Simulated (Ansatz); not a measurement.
TeAs: energy along a strain

TeAs, Fm-3m, a = 5.935 Å (as given, not relaxed at this level: -5.5 GPa). The structure is a Materials Project entry; whether it is the stable form wasn't checked. Ansatz: PBEsol+D3(BJ), PAW, 420 eV, Γ-centred 14×14×14 mesh on 2 atoms, Gaussian smearing 0.15 eV; no spin polarisation. Cell vectors (Å): 0.000 2.968 2.968; 2.968 0.000 2.968; 2.968 2.968 0.000. The cell is strained by x per cent times the pattern (1 1 0 0 0 0) in the order xx yy zz yz xz xy (engineering shears), with fractional coordinates held. y is the free energy over the start, V0 = 26.136 Å³/atom. Points with a strain past 8.5 % were computed too (3) and aren't used here.

```tsv
x (%)	y (meV/atom)
-7.50	43.74
-5.00	?
-2.50	-28.62
0.00	0.00
2.50	57.62
5.00	137.41
7.50	233.58
```

Question: Fit y = c1 x + c2 x² + c3 x³ to the other rows, get the stiffness along the pattern, and predict the missing energy.

Answer: Least squares on the rows shown. y = 17.559 x + 2.4596 x² − 0.087436 x³. The clamped-ion stiffness p·C·p = 2 × 24.60 eV × 160.2 / 26.136 Å³ = 302 GPa (second derivative at the start, which stands under stress). With a term in x⁴ added, the coefficient of x² becomes 2.321, 6 % less, which shows how far this figure hangs on the form. At x = -5.00 the fit asked for gives -15.38 meV/atom. The run gave -17.45 meV/atom, so the fit is 2.07 meV/atom too high, 0.79 % of the span of the series, against an rms of 0.82 meV/atom on the fitted rows. With a term in x⁴ added, a fit to the same known rows predicts -18.07 meV/atom, so most of the miss is curvature that the known rows already hold.

Cost: 10 runs of about 2.3 core-minutes in all, on Intel Xeon Platinum 8259CL (Skylake/Cascade Lake) (shared hosts).